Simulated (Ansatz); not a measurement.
A plane-wave DFT run in Ansatz 0.2.0 (scalar-relativistic PAW potentials unless the input names others): input and command.

```yaml
crystal:
  lattice:
    - [7.0755454263, 0.0, 0.0]
    - [0.0, 7.0755454263, 0.0]
    - [0.0, 0.0, 3.6188631394]
  atoms:
    - { symbol: Zn, position: [0.0, 0.0, 0.0] }
    - { symbol: Zn, position: [0.5, 0.5, 0.5] }
    - { symbol: Tl, position: [0.2767338437, 0.2767338437, 0.0] }
    - { symbol: Tl, position: [0.2232661563, 0.7767338437, 0.5] }
    - { symbol: Tl, position: [0.7232661563, 0.7232661563, 0.0] }
    - { symbol: Tl, position: [0.7767338437, 0.2232661563, 0.5] }
basis:
  ecutwfc: 420
kpoints:
  mp_grid: { grid: [6, 6, 10] }
hamiltonian:
  xc: pbe
  dispersion: d3bj
scf:
  occupations: { method: gaussian, width: 0.1 }
output:
  forces: true
  eigenvalues: true
  stress: true
```

```bash
ansatz run input.yaml --threads 1 --pin off --max-ram 2560MiB --backend cpu --events-out ev --progress --plain --runs-dir out
```

Abridged log:
```
Basis set: ecut = 420 eV, 3489 PW (Γ), exchange–correlation on 96×96×50 points (8 copies of the dense FFT grid, shifted against one another)
Bands: 46, of which v1, the nominal top of the filled ones, is band 38 counted from 1 (37 counted from 0)
Symmetry: 16 space group operations
k-points: 60 of 360
SCF iter   1: F=—  HF=-52415.154250 eV  |F-HF|=—  |Δ(HF+E_count)|=         —  Δρ=1.17e-3  dr2=6.58e-3  ethr=1.77e-3  ⟨swp⟩=7.6  Hψ=11836  notcnv=0
SCF iter   2: F=—  HF=-52415.152489 eV  |F-HF|=—  |Δ(HF+E_count)|=   1.76e-3  Δρ=5.56e-4  dr2=4.76e-4  ethr=8.66e-6  ⟨swp⟩=2.0  Hψ=5511  notcnv=0
SCF iter   3: F=—  HF=-52415.152986 eV  |F-HF|=—  |Δ(HF+E_count)|=   4.97e-4  Δρ=1.04e-3  dr2=1.16e-3  ethr=6.27e-7  ⟨swp⟩=2.0  Hψ=4917  notcnv=0
SCF iter   4: F=—  HF=-52415.152406 eV  |F-HF|=—  |Δ(HF+E_count)|=   5.80e-4  Δρ=1.67e-4  dr2=4.66e-5  ethr=6.27e-7  ⟨swp⟩=2.0  Hψ=3703  notcnv=0
SCF iter   5: F=—  HF=-52415.152395 eV  |F-HF|=—  |Δ(HF+E_count)|=   1.06e-5  Δρ=4.79e-5  dr2=5.90e-6  ethr=6.14e-8  ⟨swp⟩=2.0  Hψ=4904  notcnv=0
SCF iter   6: F=—  HF=-52415.152394 eV  |F-HF|=—  |Δ(HF+E_count)|=   1.49e-6  Δρ=8.35e-6  dr2=1.46e-7  ethr=7.76e-9  ⟨swp⟩=2.0  Hψ=4906  notcnv=0
SCF iter   7: F=-52415.152394 eV  HF=-52415.152394 eV  |F-HF|=7.13e-10  |Δ(HF+E_count)|=   1.62e-7  Δρ=1.86e-6  dr2=7.53e-9  ethr=1.32e-10  ⟨swp⟩=7.8  Hψ=10472  notcnv=0
SCF 1 converged in 7 iterations: F = -52415.152394 eV  dr2 = 7.53e-9
SCF converged after 7 iterations
Free energy (F): -52415.152394 eV
Harris-Foulkes:  -52415.152394 eV  (|F-HF|=7.13e-10)
Internal energy: -52415.140604 eV  (E = F + TS)
E sigma→0 (E₀):  -52415.146499 eV
Entropy (-TS):   -0.011790 eV (-1.965 meV/atom)
Fermi energy:    7.688511 eV
  E_disp       = -1.668362  (pairwise vdW)
--- Forces (eV/Å), atoms counted from 1 ---
  atom   1  Zn     0.00000000     0.00000000     0.00000000
  atom   2  Zn     0.00000000     0.00000000     0.00000000
  atom   3  Tl    -0.00368260    -0.00368260     0.00000000
  atom   4  Tl     0.00368260    -0.00368260     0.00000000
  atom   5  Tl     0.00368260     0.00368260     0.00000000
  atom   6  Tl    -0.00368260     0.00368260     0.00000000
--- Stress (GPa, compression-positive) ---
       -1.535457       0.000000       0.000000
        0.000000      -1.535457       0.000000
        0.000000       0.000000      -1.545722
  P = ⅓ Tr σ = -1.5389 GPa (-15.389 kbar)
```

Apart from outputs, empty bands and the relaxation, which only the reference makes, the input differs from a reference run on usual settings in hamiltonian.dispersion: not typed → "d3bj". The reference, at the same geometry, ended its own course with pressure -0.04 GPa, largest force 0.001 eV/Å, no gap on the mesh. This run converged in 7 SCF iterations with an energy at zero smearing 278 meV/atom below the reference's (the Hamiltonian itself differs), pressure -1.54 GPa, largest force 0.005 eV/Å, no gap on the mesh.

Time: 15 s on 1 thread of Intel(R) Xeon(R) 6975P-C (Granite Rapids), with other jobs on the host, peak memory 0.64 GiB.